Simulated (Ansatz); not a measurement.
# ZnS with a Zn vacancy: gradients before and after relaxing the atoms

Start: a supercell of ZnS (space group P6_3mc) built from a structure deposited in the COD, with all atoms left at the host's positions.

```cif
data_structure
_symmetry_space_group_name_H-M 'P 1'
_symmetry_Int_Tables_number 1
_cell_length_a 7.6454
_cell_length_b 7.6454
_cell_length_c 12.5200
_cell_angle_alpha 90.000
_cell_angle_beta 90.000
_cell_angle_gamma 120.000
_cell_volume 633.78
loop_
_atom_site_label
_atom_site_type_symbol
_atom_site_fract_x
_atom_site_fract_y
_atom_site_fract_z
_atom_site_occupancy
Zn1 Zn 0.00000 0.00000 0.00000 1
Zn2 Zn 0.00000 0.50000 0.00000 1
Zn3 Zn 0.50000 0.00000 0.00000 1
Zn4 Zn 0.50000 0.50000 0.00000 1
Zn5 Zn 0.00000 0.00000 0.50000 1
Zn6 Zn 0.00000 0.50000 0.50000 1
Zn7 Zn 0.50000 0.00000 0.50000 1
Zn8 Zn 0.50000 0.50000 0.50000 1
Zn9 Zn 0.16667 0.83333 0.25000 1
Zn10 Zn 0.66667 0.33333 0.25000 1
Zn11 Zn 0.66667 0.83333 0.25000 1
Zn12 Zn 0.33333 0.16667 0.75000 1
Zn13 Zn 0.33333 0.66667 0.75000 1
Zn14 Zn 0.83333 0.16667 0.75000 1
Zn15 Zn 0.83333 0.66667 0.75000 1
S16 S 0.00000 0.00000 0.18750 1
S17 S 0.00000 0.50000 0.18750 1
S18 S 0.50000 0.00000 0.18750 1
S19 S 0.50000 0.50000 0.18750 1
S20 S 0.00000 0.00000 0.68750 1
S21 S 0.00000 0.50000 0.68750 1
S22 S 0.50000 0.00000 0.68750 1
S23 S 0.50000 0.50000 0.68750 1
S24 S 0.16667 0.33333 0.43750 1
S25 S 0.16667 0.83333 0.43750 1
S26 S 0.66667 0.33333 0.43750 1
S27 S 0.66667 0.83333 0.43750 1
S28 S 0.33333 0.16667 0.93750 1
S29 S 0.33333 0.66667 0.93750 1
S30 S 0.83333 0.16667 0.93750 1
S31 S 0.83333 0.66667 0.93750 1
```

Atom numbers follow the list; atoms alike are taken as one site, whose name carries the number of the first.

Method: Kohn–Sham DFT in Ansatz, PBE, plane waves and PAW, scalar-relativistic, 420 eV cutoff, Γ-centred 3×3×2 k-points, Fermi–Dirac smearing 0.01 eV, cell charge -2.

The largest force at the start is 1.1 eV/Å. Relaxing the ions at fixed cell moves them by 0.164 Å at most (atom 11, Zn) and 0.084 Å rms.

```
site  atom  moved (Å)   first shell before    first shell after  V_zz before (10²¹ V/m²)  η before
 Zn1     1      0.135   4 S at 2.34–2.35 Å   4 S at 2.26–2.39 Å                    -2.44      0.39
 Zn3     3      0.057   4 S at 2.34–2.35 Å   4 S at 2.31–2.36 Å                    -0.70      0.00
 Zn5     5      0.083   4 S at 2.34–2.35 Å   4 S at 2.28–2.40 Å                    -2.04      0.50
 Zn9     9      0.164   4 S at 2.34–2.35 Å   4 S at 2.30–2.45 Å                     2.78      0.48
Zn15    15      0.033   4 S at 2.34–2.35 Å   4 S at 2.32–2.35 Å                    -0.98      0.00
 S16    16      0.122  3 Zn at 2.34–2.35 Å  3 Zn at 2.26–2.30 Å                   -11.31      0.27
 S18    18      0.023  4 Zn at 2.34–2.35 Å  4 Zn at 2.31–2.40 Å                     2.84      0.00
 S24    24      0.044       3 Zn at 2.34 Å       3 Zn at 2.28 Å                    -8.68      0.00
 S25    25      0.025  4 Zn at 2.34–2.35 Å  4 Zn at 2.33–2.45 Å                     1.18      0.18
 S28    28      0.011  4 Zn at 2.34–2.35 Å  4 Zn at 2.33–2.39 Å                     0.94      0.74
 S31    31      0.009  4 Zn at 2.34–2.35 Å  4 Zn at 2.32–2.37 Å                     0.41      0.00
```

Q: How do the gradients change?

A: 

```tsv
site	atom	V_zz after	η after	change of V_zz
Zn1	1	-4.38	0.24	-1.94
Zn3	3	-1.82	0.00	-1.12
Zn5	5	-3.45	0.49	-1.41
Zn9	9	-4.95	0.95	–
Zn15	15	-0.97	0.00	+0.01
S16	16	-7.21	0.20	+4.10
S18	18	1.48	0.00	-1.36
S24	24	-8.25	0.00	+0.43
S25	25	-1.42	0.46	–
S28	28	1.37	0.37	+0.43
S31	31	1.34	0.00	+0.93
```

The largest change of V_zz along a kept axis is on S16, from -11.31 to -7.21. Small gradients that grow severalfold: S31 (0.41 to 1.34). In per cent, |V_zz| changes by -1 to +159 on Zn, -48 to +46 on S (all sites that start above 0.5, bar those whose gradient vanishes or changes sign or whose main axis turns by over 40°). Where |V_zz| stays above 0.1 and the axes keep their order, η moves most on S28, from 0.74 to 0.37. On Zn9, S25 the largest principal value lies along another axis in the second run, so the two V_zz can't be compared directly. The table leaves out 4 of the 15 sites, with |V_zz| up to 2.55; their tensors move by 1.38 at most along any direction. The statements above cover all sites. The host's own positions weren't relaxed first, so part of the change far from the defect can be the host's relaxation.

The defect repeats with the cell of 31 atoms, so it feels its images: sites between two images don't show the values beside a lone defect, and zeros or small values of η there can come from the images' arrangement. S and Zn carry a gradient in the pure host already, so the values there aren't the defect's effect alone. A uniform background compensates the cell's charge.
Before: With a gap of 0.9 eV on this mesh, small gradients can still move by 0.1 × 10²¹ V/m² or more as the k-mesh gets denser. The neighbours have not yet relaxed around the defect (largest force 1.1 eV/Å), so a real crystal will differ.
